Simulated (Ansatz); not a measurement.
All numbers below come from Ansatz 0.2.0, DFT PBE, scalar-relativistic, plane waves, PAW. All cells share a 420 eV cutoff and Γ-centred k meshes spaced at most about 0.3 Å⁻¹ (about 0.25 or finer for metals, 2π included). Collinear spin in cells that started with moments and kept them past the coarse steps, no spin elsewhere.

These are static total energies at zero pressure.

Two forms of GeMo2 were relaxed alike.

A. (site moments Mo 0.2 (×2) μB)

```xyz
3
Lattice="0.0000 2.9741 2.9741 2.9741 0.0000 2.9741 2.9741 2.9741 0.0000" Properties=species:S:1:pos:R:3 pbc="T T T"
Ge    2.9741    2.9741    2.9741
Mo    1.4870    1.4870    1.4870
Mo    4.4611    4.4611    4.4611
```

B. (no spin)

```xyz
3
Lattice="4.5677 0.0000 0.0000 -2.2838 3.9557 0.0000 0.0000 0.0000 2.6684" Properties=species:S:1:pos:R:3 pbc="T T T"
Ge    0.0000    0.0000    0.0000
Mo    0.0000    2.6372    1.3342
Mo    2.2838    1.3186    1.3342
```

Problem. Which form is favoured at zero pressure, and by what margin per atom?

Solution. B is lower, by 87 meV/atom. A has the fluorite type, space group Fm-3m (No. 225), 17.5 Å³/atom and no gap on its mesh; B has space group P6/mmm (No. 191), 16.1 Å³/atom and no gap. Counting Ge atoms around Mo (those within 1.25 times the shortest such distance or 1.15 times the sum of covalent radii), A has Mo 4 and B has Mo 6. Their magnetic states differ too. The denser one is the lower, and pressure would at first widen the difference. Even the lower one lies +0.52 eV/atom against the reference forms of the elements (uncorrected), so neither is stable at this level. Both come from invented guesses. A third cell relaxed alike, in I4/mcm, lies 0.48 eV/atom below the lower of the two.

The magnetic state reached may not be the lowest. Cells relaxed within their symmetry can be saddle points. Some structure types and database cells were kept out of the candidates from the start, so a known form may be missing.
